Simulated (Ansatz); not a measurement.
K2ZnI4 in space group P2_1/m (No. 11; Pearson symbol mP14), plane-wave PAW r²SCAN (Ansatz code). The conduction-band minimum lies at Γ, with 1 equivalent valley. Second derivatives d²E/dk² of the lowest band at one valley (eV·Å²), along Cartesian directions:

```
direction  d²E/dk²
---------  -------
[100]        13.78
[010]        19.94
[001]        19.37
[110]        16.86
[101]        13.72
[011]        19.66
```

Find the principal effective masses, the density-of-states mass and the conductivity mass.

Off-diagonal terms follow from H_xy = H[110] − (H_xx + H_yy)/2, and m*/mₑ = 7.620 eV·Å² over each eigenvalue: 0.37, 0.38, 0.61. One valley's DOS mass (m₁m₂m₃)^(1/3) = 0.44, conductivity mass 3/(Σ 1/mᵢ) = 0.43 mₑ.

What effective density of states Nc follows at 300 K for parabolic valleys?

Nc = 2.509e19 × 1 × (0.44)^(3/2) ≈ 7.3e18 cm⁻³.

The first step of the workflow began from a Materials Project structure, measured or hypothetical; the Crystallography Open Database copy checked does not list it. Its standing as an ambient phase is unchecked. The cell was relaxed with r²SCAN under the symmetry of its start; whether a distortion lowers the energy is not shown. Scalar-relativistic: spin–orbit coupling is off unless named, which matters more the heavier the elements.

Potentials: the later of the program's two PAW sets.

Edges and masses are those of Kohn–Sham bands, whose gap is no quasiparticle gap.
